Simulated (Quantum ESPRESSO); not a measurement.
# Where does Ge sit best among Si sites?

These are calculations, not measurements. They come from pw.x of Quantum ESPRESSO 7.5, a plane-wave density functional program, with PseudoDojo standard norm-conserving files (v0.5 for PBE, v0.4.1 for LDA and PBEsol). The cells are made up: elements, strain and atom displacements were drawn at random, and nothing was relaxed. There is no spin polarisation, spin-orbit coupling or dispersion term.

The cell has 8 sites of a zincblende or diamond lattice. Sites 1 to 4 hold X X X X; sites 5 to 8 hold Si Si Ga Si. Cell vectors in Å: (5.308, -0.065, 0.011); (-0.065, 5.348, 0.073); (0.011, 0.073, 5.289). Settings: PBE, cutoff 1088 eV, 6 x 6 x 6 k mesh shifted by half a step, Fermi-Dirac smearing of 0.1 eV.

In each run one of the sites marked X holds Ge and the others hold Si; cell and positions stay the same. E is the free energy of the cell.

```
site of the guest,first shell,mean distance (Å),E above the lowest (eV),P (GPa),force on the guest (eV/Å)
1,GaSi3,2.321,0.022,13.76,3.436
2,GaSi3,2.314,0.000,13.74,1.050
3,GaSi3,2.268,0.099,13.86,0.939
4,GaSi3,2.306,0.029,13.73,1.021
```

A rerun of one of these cells at 1377 eV and k mesh 8 x 8 x 8 moved values by no more than 0.012 eV in the cell's energy, 0.12 GPa in stress and 0.013 eV/Å in force.

## Reading the table

Sites 2 and 1 are too close to be ranked against the rerun's bound. A straight line of energy against the mean distance has a slope of -1.7 ± 0.5 eV/Å, so the guest costs less on the roomier sites. The positions are random and not relaxed, so the differences hold for this frozen cell and are not site preferences of a real crystal.